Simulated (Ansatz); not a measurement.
Relaxation of a relaxed MgSe cell shaken by Gaussian noise of σ = 0.08 Å a coordinate; 8 atoms in the cell, which starts as P1 (No. 1), aP8; a = 4.2130 Å, b = 4.2130 Å, c = 13.6849 Å, α = 90.00°, β = 90.00°, γ = 120.00°. All values below come from r2SCAN (plane waves to 500 eV, PAW, scalar-relativistic; Ansatz, a program for electronic structure). Γ-centred k-mesh 9×9×3 on the run's cell, Fermi–Dirac smearing 0.05 eV. 

The optimiser's lines from the output (shortened; P is positive under compression):

```
relax step   1: F+E_penalty+E_count = -29629.66923736 eV  Δ(F+E_penalty+E_count) = +0.000e0 eV  max|allowed force component| = 8.479e-1 eV/Å  Δτ_max = 0.0000 Å  P = +0.331 GPa  Ω = 210.357 Å³  (7 SCF iters, dr2 threshold 1.00e-7 eV, accepted)
relax step   2: F+E_penalty+E_count = -29629.87598050 eV  Δ(F+E_penalty+E_count) = -2.067e-1 eV  max|allowed force component| = 2.056e-1 eV/Å  Δτ_max = 0.1591 Å  P = +0.524 GPa  Ω = 208.259 Å³  (7 SCF iters, dr2 threshold 8.00e-7 eV, accepted)
relax step   3: F+E_penalty+E_count = -29629.89343549 eV  Δ(F+E_penalty+E_count) = -1.745e-2 eV  max|allowed force component| = 5.874e-3 eV/Å  Δτ_max = 0.0374 Å  P = +0.042 GPa  Ω = 210.176 Å³  (6 SCF iters, dr2 threshold 8.00e-7 eV, accepted)
relax step   4: F+E_penalty+E_count = -29629.89347603 eV  Δ(F+E_penalty+E_count) = -4.054e-5 eV  max|allowed force component| = 6.119e-4 eV/Å  Δτ_max = 0.0037 Å  P = +0.002 GPa  Ω = 210.349 Å³  (6 SCF iters, dr2 threshold 6.90e-9 eV, accepted)
relax step   5: F+E_penalty+E_count = -29629.89347474 eV  Δ(F+E_penalty+E_count) = +1.290e-6 eV  max|allowed force component| = 6.121e-4 eV/Å  Δτ_max = 0.0000 Å  P = +0.002 GPa  Ω = 210.349 Å³  stress off target by 3.82e-3 GPa  SCF on the basis re-selected at this cell (its energy is not comparable with the rows above)  (4 SCF iters)
```

From the first to the last row the energy changes by -0.03 eV/atom and the volume by 0.0 %. The last row is marked as not comparable with the walk above it, whose basis was carried along; it does compare with step 1, since both stand on a basis selected at the nominal cutoff for their own cell.

 The final structure: P6₃mc (No. 186), hP8, AFLOW prototype AB_hP8_186_ab_ab (B5, as in SiC); a = 4.2131 Å, b = 4.2131 Å, c = 13.6832 Å, α = 90.00°, β = 90.00°, γ = 120.00°. No spin polarisation in the result.

The first start was generated by placing the elements on the sites of a structure type. Materials Project lists a structure of MgSe in the same space group, P6₃mc (No. 186); the sites were not compared with it, nor with measured phases. Known forms of MgSe include space group No. 225.
